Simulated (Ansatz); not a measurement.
This is a relaxation of cell and atoms with the PAW code Ansatz on CaMgF₄ placed in the structure of BaSrI4 (space group No. 166); the level of theory is PBEsol. It starts from a supercell of the PBEsol minimum, slightly strained and with each coordinate displaced at random by about 0.15 Å.

The input:
```yaml
crystal:
  lattice:
    - [1.7934703843, 1.084712341, 5.8017336154]
    - [-1.9016743426, 1.0445321537, 5.8432087594]
    - [-0.088899042, -2.1243293765, 5.8215754959]
  atoms:
    - { symbol: Ca, position: [-0.0168737178, -0.0062282951, 0.0451212762] }
    - { symbol: Mg, position: [0.4088303306, 0.5307302619, 0.5614770756] }
    - { symbol: F, position: [0.546940561, 0.6724560805, 0.6062086168] }
    - { symbol: F, position: [0.9425904698, 0.8633182343, 0.806287098] }
    - { symbol: F, position: [0.1433829866, 0.1504365324, 0.1467025136] }
    - { symbol: F, position: [0.3866148525, 0.4027153147, 0.3866349042] }
kpoints:
  mp_grid: { grid: [6, 6, 6] }
hamiltonian:
  xc: pbesol
scf:
  occupations: { method: fermi_dirac, width: 0.05 }
relax:
  f_tol: 0.01
  cell: {}
  max_steps: 120
output:
  write_density: true
  write_potential: true
  elf: true
  volumetric_format: npy
```

Command: `ansatz run input.yaml --threads 2 --pin off --max-ram 2211MiB --backend cpu --events-out ev --progress --plain --runs-dir out`.

Q: It ran on 2 threads of Arm Neoverse V2 (shared host), load about 0.2 per core. About how long did it take, and how much host memory at the peak?

A: About 120 s, with a peak of 0.52 GiB.

Abridged output:
```
Functional definition: PBEsol
Crystal: 6 atoms, lattice volume = 68.590 Å³
Basis set: ecut = 420 eV, 1345 PW (Γ), FFT grids on a1−a2, a1, −a2+a3
Bands: 30, of which v1, the nominal top of the filled ones, is band 24 counted from 1 (23 counted from 0)
Symmetry: 1 space group operations
Space group: P1 (ITA 1)
k-points: 112 of 216 (time reversal used)
preconditioner: auto → Resta (q_TF=auto, 2.571 Å⁻¹)  ε∞=3.7  [insulator: Δε(μ)=5.028 eV  σ=0.050 eV  ℏωp=27.6 eV]
SCF 1 converged in 8 iterations: F = -6916.804302 eV  dr2 = 2.04e-8
relax step 1: F+E_penalty+E_count = -6916.80430198 eV  max|allowed force component| = 3.908e0 eV/Å  Δτ_max = 0.0000 Å  P = +10.414 GPa  Ω = 68.590 Å³
SCF 2 converged in 8 iterations: F = -6917.869226 eV  dr2 = 6.16e-8
relax step 2: F+E_penalty+E_count = -6917.86922629 eV  max|allowed force component| = 1.857e0 eV/Å  Δτ_max = 0.1973 Å  P = +7.029 GPa  Ω = 68.164 Å³
SCF 3 converged in 8 iterations: F = -6918.186538 eV  dr2 = 1.17e-7
relax step 3: F+E_penalty+E_count = -6918.18653841 eV  max|allowed force component| = 1.168e-1 eV/Å  Δτ_max = 0.1175 Å  P = -0.845 GPa  Ω = 71.234 Å³
SCF 4 converged in 7 iterations: F = -6918.226039 eV  dr2 = 2.93e-7
relax step 4: F+E_penalty+E_count = -6918.22603862 eV  max|allowed force component| = 5.005e-2 eV/Å  Δτ_max = 0.1463 Å  P = -0.053 GPa  Ω = 69.888 Å³
SCF 5 converged in 7 iterations: F = -6918.231408 eV  dr2 = 8.11e-8
relax step 5: F+E_penalty+E_count = -6918.23140811 eV  max|allowed force component| = 6.902e-2 eV/Å  Δτ_max = 0.0846 Å  P = +0.666 GPa  Ω = 69.320 Å³
SCF 6 converged in 6 iterations: F = -6918.231785 eV  dr2 = 7.25e-8
relax step 6: F+E_penalty+E_count = -6918.23178466 eV  max|allowed force component| = 3.233e-2 eV/Å  Δτ_max = 0.0361 Å  P = -0.226 GPa  Ω = 69.880 Å³
SCF 7 converged in 5 iterations: F = -6918.232794 eV  dr2 = 3.28e-8
relax step 7: F+E_penalty+E_count = -6918.23279358 eV  max|allowed force component| = 1.693e-3 eV/Å  Δτ_max = 0.0050 Å  P = +0.004 GPa  Ω = 69.728 Å³
SCF 8 converged in 7 iterations: F = -6918.239264 eV  dr2 = 1.66e-11
relax step 8: F+E_penalty+E_count = -6918.23926396 eV  max|allowed force component| = 1.570e-3 eV/Å  Δτ_max = 0.0000 Å  P = +0.221 GPa  Ω = 69.728 Å³  (SCF on a basis re-selected at this cell)
SCF 9 converged in 5 iterations: F = -6918.238901 eV  dr2 = 2.59e-8
relax step 9: F+E_penalty+E_count = -6918.23890108 eV  max|allowed force component| = 8.178e-4 eV/Å  Δτ_max = 0.0036 Å  P = +0.016 GPa  Ω = 69.866 Å³
SCF 10 converged in 7 iterations: F = -6918.239655 eV  dr2 = 6.64e-12
relax step 10: F+E_penalty+E_count = -6918.23965495 eV  max|allowed force component| = 8.775e-4 eV/Å  Δτ_max = 0.0000 Å  P = +0.024 GPa  Ω = 69.866 Å³  (SCF on a basis re-selected at this cell)
SCF 11 converged in 5 iterations: F = -6918.239623 eV  dr2 = 2.52e-9
relax step 11: F+E_penalty+E_count = -6918.23962287 eV  max|allowed force component| = 3.331e-4 eV/Å  Δτ_max = 0.0021 Å  P = +0.001 GPa  Ω = 69.881 Å³
SCF 12 converged in 5 iterations: F = -6918.239748 eV  dr2 = 3.43e-11
relax step 12: F+E_penalty+E_count = -6918.23974788 eV  max|allowed force component| = 3.382e-4 eV/Å  Δτ_max = 0.0000 Å  P = +0.002 GPa  Ω = 69.881 Å³  (SCF on a basis re-selected at this cell)
Free energy (F): -6918.239748 eV
Fermi energy:    7.213201 eV
--- Per-component energies (eV) ---
  E_band       = -564.139724
  E_kinetic    = 1185.510157
  E_local      = -4285.228459
  E_nonlocal   = 455.273046
  E_hartree    = 1527.428889
  E_xc         = -482.373517
  E_vxc        = -617.671038
  E_paw        = -1893.914782
  E_vpaw       = -356.889410
  E_ewald      = -3425.290667
  E_core_change = 0.347427
--- Stress (GPa, compression-positive) ---
        0.000160      -0.020344       0.008558
       -0.020344       0.004382       0.000303
        0.008558       0.000303       0.002771
  P = ⅓ Tr σ = 0.0024 GPa (0.024 kbar)
--- Relaxed structure (9 steps of the walk, 9 accepted, 3 SCFs on fresh bases) ---
  F+E_penalty+E_count = -6918.23974788 eV   max|allowed force component| = 3.382e-4 eV/Å
  cell:  # Å, volume = 69.8813 Å³
    - [1.851953, 1.071481, 5.871343]
    - [-1.855315, 1.067992, 5.873048]
    - [-0.004696, -2.140254, 5.872320]
  atoms:
    - { symbol: Ca, position: [-0.014755, 0.018908, 0.008738] }
    - { symbol: Mg, position: [0.485257, 0.518888, 0.508746] }
    - { symbol: F, position: [0.602894, 0.637357, 0.626851] }
    - { symbol: F, position: [0.853615, 0.887763, 0.877391] }
    - { symbol: F, position: [0.116877, 0.150053, 0.140083] }
    - { symbol: F, position: [0.367597, 0.400459, 0.390623] }
```

Planar averages along the third cell vector, from rho_z.tsv and v_z.tsv (valence density with its augmentation; electrostatic potential energy of an electron, of which only differences have a meaning):
```
z (Å)  ρ (e/Å³)  v_es (eV)
 0.00     0.740       1.33
 0.25     0.745       1.46
 0.50     0.754       1.97
 0.75     0.736       2.60
 1.00     0.671       3.25
 1.25     0.576       3.76
 1.50     0.492       4.07
 1.75     0.463       4.26
 2.00     0.501       4.23
 2.25     0.598       3.89
 2.50     0.736       3.16
 2.75     0.886       2.22
 3.00     0.996       1.54
 3.25     1.018       1.41
 3.50     0.943       1.87
 3.75     0.803       2.75
 4.00     0.654       3.62
 4.25     0.537       4.13
 4.50     0.472       4.28
 4.75     0.471       4.17
 5.00     0.535       3.90
 5.25     0.631       3.50
 5.50     0.713       2.88
 5.75     0.751       2.24
 6.00     0.750       1.65
```

In 9 steps the volume changed by +1.9 %; between the first SCF and the last, each on a basis chosen for its cell, the energy fell by 239 meV an atom. Final cell: space group C2/m (No. 12), monoclinic; conventional cell a = 6.416 Å, b = 3.710 Å, c = 6.251 Å, β = 110.0°, 11.65 Å³ an atom. Around Ca lie 8 F at 2.30–2.31 Å; around Mg lie 8 F at 2.08–2.23 Å; around F lie 1 Mg at 2.08 Å and 3 Ca at 2.30–2.31 Å; around F lie 3 Mg at 2.23 Å and 1 Ca at 2.31 Å.

These are computed values for a spin-unpolarised cell that may be hypothetical; none is a measurement.
